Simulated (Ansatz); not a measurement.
**Question.** Each is relaxed and computed with LDA in the plane-wave PAW code Ansatz. Which is the only one with a gap?
(A) Mg2Si, P4/nmm (Mg on 2a, Mg on 2c, Si on 2c)
(B) YSi2Pt2, I4/mmm (Y on 2a, Si on 4e, Pt on 4d)
(C) SiO2, P4_12_12 (Si on 4a, O on 8b)
(D) TiSi, CsCl type

**Answer.** C, SiO2, P4_12_12 (Si on 4a, O on 8b). SiO2: gap 5.55 eV (direct); YSi2Pt2: metal; TiSi: metal; Mg2Si: metal. Constructed cells (a structure type filled with these elements, in neither database checked): TiSi, CsCl type. Not the usual ambient phase: Mg2Si, P4/nmm (Mg on 2a, Mg on 2c, Si on 2c). Standing as an ambient phase not checked: YSi2Pt2, I4/mmm (Y on 2a, Si on 4e, Pt on 4d). Unstable at this level: TiSi, CsCl type. All cells were relaxed under the symmetry of their starts (and spin orders); stability against distortions was not tested throughout. Rows with no word on spin ran without spin polarisation. Scalar-relativistic: spin–orbit coupling is off unless named, which matters more the heavier the elements.

Potentials: the later of the program's two PAW sets.
